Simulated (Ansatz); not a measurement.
YSi₂Pd₂ in space group I4/mmm (No. 139; Y on 2a, Si on 4e, Pd on 4d), DFT-r²SCAN in the program Ansatz with PAW potentials, all energies at zero smearing, with the estimated change up to a 700 eV cutoff added, with one set of potentials and settings (totals compare only within such a set). Cell of 5 atoms (1 Y, 2 Si, 2 Pd): -19114.283 eV.

```csv
element,reference phase,E (eV/atom)
Y,"P6_3/mmc, 2 atoms in the cell",-3859.7073
Si,"Fd-3m, 2 atoms in the cell",-639.0667
Pd,"Fm-3m, 1 atoms in the cell",-6985.7456
```

Formation energy per atom, worked out: (-19114.283 − 1×(-3859.7073) − 2×(-639.0667) − 2×(-6985.7456))/5 = -0.990 eV/atom (-96 kJ per mol of atoms), at 0 K, without zero-point energy or fitted corrections.

The workflow started from a Materials Project entry (that database holds measured and hypothetical structures alike); the Crystallography Open Database files this formula in space group No. 139, but the cells were not matched. Its standing as an ambient phase is unchecked. The cell was relaxed with r²SCAN under the symmetry of its start; whether a distortion lowers the energy is not shown. The run is not spin-polarised. The references are the lowest solids computed at this level, not always the standard phases.

Potentials: the later of the program's two PAW sets.
